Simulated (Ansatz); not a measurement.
A: Cs$_{2}$NaYBr$_{6}$ (space group Fm-3m), a = 11.339 Å, b = 11.339 Å, c = 11.339 Å, α = 90.00°, β = 90.00°, γ = 90.00°
B: Cs2LiYCl6 (space group Fm-3m), a = b = c = 10.494 Å, α = β = γ = 90.00°
C: GaSb (zinc blende), a = b = c = 6.132 Å, α = β = γ = 90.00°

Scan: energy against volume (even scaling of the relaxed cell, symmetry kept). One method and one kind of scan serve all of them; meshes and ranges differ. All were relaxed with their symmetry unable to fall. Cs2LiYCl6 is run without spin polarisation. Cs2NaYBr6 is run without spin polarisation. Spin-orbit coupling is left out.

Problem. Rank these by bulk modulus (fitted) (lowest first), as r2SCAN (plane waves to 500 eV, PAW, scalar-relativistic; Ansatz, a first-principles code) gives it.

Solution. A (18.1 GPa), B (23.1 GPa), C (53.1 GPa)

(Under strain, the slope of the energy per volume gives the stress and its curvature an elastic modulus.)
